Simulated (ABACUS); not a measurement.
Set-up for a self-consistent single point of Te (R-3m, 1 atom in the cell; from Materials Project mp-1178932, changed as shown).

```
CELL_PARAMETERS angstrom
      2.32118     1.34013     1.70215
     -2.32118     1.34013     1.70215
      0.00000    -2.68026     1.70215
ATOMIC_POSITIONS crystal
  Te 0.50000 0.50000 0.50000
```

Method: PBEsol, PseudoDojo 0.4 standard norm-conserving PBEsol (tails mended) pseudopotentials (plane waves; ABACUS 3.10.1).

ABACUS settings:

- KPT: Gamma 10 10 10 0 0 0
- basis_type: pw
- ecutwfc: 82.3 Ry
- smearing_method: gaussian
- smearing_sigma: 0.00999582 Ry
- potentials: PseudoDojo 0.4 standard norm-conserving PBEsol (tails mended)
- symmetry: 1
- ks_solver: cg
- scf_nmax: 100
- scf_thr: 1.0e-09 Ry
- mixing_type: pulay

Results:

| Item | Result |
|---|---|
| Number of valence electrons | 16 |
| Number of bands | 18 |
| Number of k-points after the program's reduction | 116 |
| Number of plane waves (most at a k-point) | 2727 |
| Number of SCF iterations | 8 |
| FFT grid | 36 × 36 × 36 |
| Free energy E − TS | -2846.4993 eV |
| Fermi level (on the code's own zero) | 9.99 eV |
| Pressure | -1.39 GPa |

Stress (GPa, positive for compression):
```
-1.55   0.00   0.00
 0.00  -1.55   0.00
 0.00   0.00  -1.07
```

For comparison: a first run was changed to give this one (volume scaled by 1.02), and from it to this one the free energy goes up by 3.3 meV/atom and the pressure goes from -0.32 to -1.39 GPa.

The structure comes from a collection of computed structures, made at another level of theory; the collection holds predicted forms beside known ones.

Cost on one core: roughly 2.2 core-minutes.

“Tails mended”: in these copies of the files the far tail of each local potential was reset to the Coulomb form.
